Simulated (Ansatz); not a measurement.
Bi2Se3:
```
CELL_PARAMETERS angstrom
      2.07460     1.19777     9.82356
     -2.07460     1.19777     9.82356
      0.00000    -2.39554     9.82356
ATOMIC_POSITIONS crystal
  Bi 0.39900 0.39900 0.39900
  Bi 0.60100 0.60100 0.60100
  Se 0.00000 0.00000 0.00000
  Se 0.21510 0.21510 0.21510
  Se 0.78490 0.78490 0.78490
```

Relaxed with r²SCAN+D4.

Problem. Map the valence electron density (e/Å³), cut off at 1 on the plane through (0.399, 0.399, 0.399) spanned by u = [1, 0, 0] and v = [-1, 1, 1] in lattice vectors, from plane-wave PAW r²SCAN+D4 (Ansatz code).

Solution. x is the fraction of u, y of v (the angle between them is 40°; rows are the nearest grid lines); atoms in the plane: Bi at (0.00, 0.00), Bi at (0.40, 0.20), Se at (0.20, 0.60), Se at (0.63, 0.82), Se at (0.77, 0.39).
```
|9999620000000000112333211000000001269999|
|9999993100000000012466532100000000012799|
|9999995210000000012499864210000000001269|
|1369996311000000001299999952100000000011|
|1112222211000000000059999999521000000001|
|1233221110000000000012599999963110000011|
|2344432110000000000001259999995210000012|
|1358999742100000000000001357876421000001|
|0136999999521000000000000001222221100000|
|0012499999995210000000000000000000000000|
|0001259999999421000001111110000000000000|
|0000012489999952100001234554210000000000|
|0000000113467753210001135999985210000000|
|0000000011122222110000013699999963100000|
|0000000011122221110000011379999996310000|
|0000000113455431100000000124899999942000|
|0000000012699999521000000001236999984210|
|0000000001279999999300000000011346664310|
|1000000000139999999910000000001223443211|
|1000000000001599999962100000001123332211|
|1100000000000014999997210000001236999631|
|9520000000000000135897421000000125999999|
|9962000000000000112354321000000013999999|
|9999620000000000112333211000000001269999|
```
Scale: ten equal steps from 0.009 (start of '0') to 1.00 (end of '9'), in the order '0123456789'; x runs from 0.000 to 1.00, y from 0.000 (bottom) to 1.00 (top).

The density is the valence pseudo-density with augmentation charge, so density and ELF within about 1 Å of a nucleus are not all-electron values.

Space group R-3m. The cell was relaxed with r²SCAN+D4 under the symmetry of its start. Scalar-relativistic: spin–orbit coupling is off unless named, which matters more the heavier the elements.

Potentials: the earlier of the program's two PAW sets.
